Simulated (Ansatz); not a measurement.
# MgMnCd6O8 — contact hyperfine fields

Cell: a computed structure from the Materials Project (it need not be an observed phase), taken as it stands.

Space group Fm-3m (No. 225); a = 9.4215 Å.

| site | Wyckoff | site symmetry | x | y | z |
| --- | --- | --- | --- | --- | --- |
| Mg | 4b | m-3m | 0.5000 | 0.5000 | 0.5000 |
| Mn | 4a | m-3m | 0.0000 | 0.0000 | 0.0000 |
| Cd | 24d | m.mm | 0.0000 | 0.2500 | 0.2500 |
| O9 | 24e | 4m.m | 0.2550 | 0.5000 | 0.5000 |
| O10 | 8c | -43m | 0.2500 | 0.2500 | 0.2500 |

One atom of each set is listed; the run and its k-mesh use a cell of 16 atoms with edges of 6.66, 6.66, 6.66 Å.

Method: Kohn–Sham DFT in Ansatz, PBE+U (U = 4.9 eV on Mn d), plane waves and PAW, scalar-relativistic, collinear spin, 420 eV cutoff, Γ-centred 6×6×6 k-points, Fermi–Dirac smearing 0.05 eV. Start moments as typed (μB): 5 on each Mn, none on the rest.

B_c = (2μ₀/3)μB(ρ↑ − ρ↓), with the spin density averaged over the Thomson radius around the nucleus, 7.77 T per e/Å³, positive along the up direction of the run. The valence column is what the valence and semicore waves of the PAW files give as listed; the rest comes from solving these waves and the inner shells again in each spin's potential.

Question: What moments and contact fields does each site carry?

Answer: The cell's net moment is 5.00 μB; the site moments, counted in spheres around the atoms, add up to 4.56 μB, and the difference lies between the spheres. One atom of each set is listed.

```
site  m (μB)  B_c (T)  valence column (T)  rest (T)
  Mg    0.00      1.3                 1.2       0.0
  Mn    4.46    -28.6                47.5     -76.1
  Cd    0.00     -0.4                -0.4       0.0
  O9    0.01      2.1                 2.2      -0.1
 O10    0.00      0.0                 0.0       0.0
```

On Mn the field amounts to -6.4 T per μB of the site's moment: core polarisation sets it against the moment.

All moments on Mn are parallel here (one such atom a cell), as the cell imposes; many such compounds order antiparallel, where fields on atoms that lie between magnetic neighbours largely cancel. The magnetic order is the one that the run reached from its start moments, not necessarily the measured one. The run finds no gap over both spins, but the net moment is a whole number, as where one spin channel keeps a gap; site moments and fields can still move with the k-mesh and the smearing. Semilocal functionals underestimate the core's part of the field; in a metal the conduction electrons' part and a positive orbital field can offset that, so a measured field can be larger or smaller. Orbital and dipolar fields are left out. Fields under about 2 T can be off by more than a tenth.
